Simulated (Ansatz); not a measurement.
## Ca₃GeN: a vibration from a frozen displacement

These are results of DFT PBEsol, scalar-relativistic, plane waves, PAW in Ansatz 0.2.0, not measurements. The runs took a 420 eV cutoff, a Γ-centred 10×10×10 mesh and Gaussian smearing (0.15 eV). No spin polarisation. Energies are free energies at this smearing, counted from the undisturbed cell; pressure is positive in compression.

The starting cell (as given, not relaxed at this level; it stands at -0.1 GPa, and it needn't be the usual structure):

```yaml
crystal:
  lattice:
    - [4.75730, 0.00000, 0.00000]
    - [0.00000, 4.75730, 0.00000]
    - [0.00000, 0.00000, 4.75730]
  atoms:
    - { symbol: Ca, position: [0.00000, 0.50000, 0.50000] }
    - { symbol: Ca, position: [0.50000, 0.00000, 0.50000] }
    - { symbol: Ca, position: [0.50000, 0.50000, 0.00000] }
    - { symbol: Ge, position: [0.00000, 0.00000, 0.00000] }
    - { symbol: N, position: [0.50000, 0.50000, 0.50000] }
```

Every N atom is moved by x along the Cartesian unit vector (1.000, 0.000, 0.000); the cell and all other atoms stay fixed. The cell's volume is 107.67 Å³; the moved atoms weigh 14.007 u together and the others 192.864 u. Some rows repeat others by symmetry and weren't run.

| x (Å) | ΔE (meV/cell) | total force on the moved atoms along the move (eV/Å) | pressure (GPa) |
| --- | --- | --- | --- |
| -0.5000 | 1041.22 | 5.7402 | 3.1698 |
| -0.4375 | 726.80 | 4.3688 | 2.2515 |
| -0.3750 | 489.56 | 3.2639 | 1.5221 |
| -0.3125 | 314.10 | 2.3850 | 0.9618 |
| -0.2500 | 187.57 | 1.6913 | 0.5471 |
| -0.1875 | 99.66 | 1.1431 | 0.2543 |
| -0.1250 | 42.44 | 0.7027 | 0.0624 |
| -0.0625 | 10.33 | 0.3336 | -0.0455 |
| 0.0000 | 0.00 | 0.0000 | -0.0802 |
| 0.0625 | 10.33 | -0.3336 | -0.0455 |
| 0.1250 | 42.44 | -0.7027 | 0.0624 |
| 0.1875 | 99.66 | -1.1431 | 0.2543 |
| 0.2500 | 187.57 | -1.6913 | 0.5471 |
| 0.3125 | 314.10 | -2.3850 | 0.9618 |
| 0.3750 | 489.56 | -3.2639 | 1.5221 |
| 0.4375 | 726.80 | -4.3688 | 2.2515 |
| 0.5000 | 1041.22 | -5.7402 | 3.1698 |

Q: What frequency belongs to this motion?

A: The force constant is k = −dF/dx = 5.338 eV/Å², from the parabola through x = -0.0625, 0 and 0.0625. In every cell the moved atoms swing against the rest, so the mass is μ = m₁m₂/(m₁ + m₂) = 13.059 u, and ν̃ = 521.5 cm⁻¹ × √(|k|/μ) = 333 cm⁻¹. The pattern needn't be a normal mode: ν̃² is then a weighted mean of the squared nonzero frequencies at the zone centre of this cell, so it lies between the lowest and the highest of them.

Q: How far does the harmonic law reach?

A: At x = -0.500 Å, kx²/2 = 667.20 meV against the computed 1041.22 meV (+56.1 %): the well stiffens in this direction at large amplitude.

Q: The pressure changes with x². What does that say about the frequency under compression?

A: With E = k(V)x²/2, k ∝ V^(−2γ) and x scaling with the cell as V^(1/3), P − P0 = −∂E/∂V = (2γ − 2/3) ΔE/V. At x = 0.1250 Å, V(P − P0) = 107.67 × 0.14253 / 160.2 eV = 95.78 meV and ΔE = 42.44 meV, so γ = 1/3 + V(P − P0)/(2ΔE) = 1.46. This is the Grüneisen parameter of the motion under uniform scaling of the cell: shrinking the cell evenly by 1 % in volume raises the frequency by about 1.46 %.

In a metal these slopes depend on the k mesh and the smearing.